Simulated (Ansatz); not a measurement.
The start is a relaxed NbP cell deformed by the Cartesian strain tensor (xx, yy, zz, yz, xz, xy) = (0.110, 0.021, -0.074, -0.026, -0.021, -0.037). Cell shape, volume and atoms are optimised at zero target pressure with PBEsol (plane waves to 420 eV, PAW, scalar-relativistic; Ansatz, a quantum-chemistry and plane-wave program). The first steps use a coarse 7×7×10 k-mesh.

Initial structure:
```yaml
crystal:
  lattice:
    - [-2.02000, 1.60980, 5.21698]
    - [1.78860, -1.90327, 5.23524]
    - [1.89714, 1.78042, -5.30331]
  atoms:
    - { symbol: Nb, position: [0.99913, 0.99913, 0.00000] }
    - { symbol: Nb, position: [0.74913, 0.24913, 0.50000] }
    - { symbol: P, position: [0.41687, 0.41687, 0.00000] }
    - { symbol: P, position: [0.16687, 0.66687, 0.50000] }
```

Problem. What pressure does the first self-consistent step give?

Solution. -7 GPa (negative: the cell is under tension).

Problem. What is the largest force in the starting geometry, and on which atom (counted from 1)?

Solution. About 1.2 eV/Å, on P3 (atoms numbered as listed).

Problem. By how much does the energy per atom fall from start to end?

Solution. 0.26 eV/atom.

Problem. How does the volume change?

Solution. -4.5 %, from 16.29 to 15.56 Å³/atom.

Problem. Does it find its way back to the structure it was made from?

Solution. It returns to the parent structure, I4₁md (No. 109).

Problem. How do the shortest distances between atoms change?

Solution. The closest pairs of elements (up to four, under 3.6 Å), start → end: Nb–P 2.38 → 2.52 Å; Nb–Nb 3.04 → 3.27 Å; P–P 3.04 → 3.27 Å.

Problem. What band gap does the relaxed structure have at this level?

Solution. No gap on the sampled points, where the bands overlap only slightly; such a result is sensitive to mesh and level.

Relaxed structure:

```cif
data_Nb4P4
_chemical_formula_sum 'Nb4 P4'
_space_group_name_H-M_alt 'I41md'
_space_group_IT_number 109
_space_group_name_Hall 'I 4bw -2'
_cell_length_a 3.32062
_cell_length_b 3.32062
_cell_length_c 11.28633
_cell_angle_alpha 90.000
_cell_angle_beta 90.000
_cell_angle_gamma 90.000
loop_
_atom_site_label
_atom_site_type_symbol
_atom_site_symmetry_multiplicity
_atom_site_Wyckoff_symbol
_atom_site_fract_x
_atom_site_fract_y
_atom_site_fract_z
_atom_site_occupancy
Nb1 Nb 4 a 0.00000 0.00000 0.24910 1
P1 P 4 a 0.00000 0.00000 0.66686 1
```
(The calculation used a cell of 4 atoms; values per cell refer to that cell.)

Final values are on a 20×20×20 k-mesh of the relaxed cell. No spin polarisation in the result.

The first start was generated by placing the elements on the sites of a structure type. Materials Project lists a structure of NbP in the same space group, I4₁md (No. 109); the sites were not compared with it, nor with measured phases.
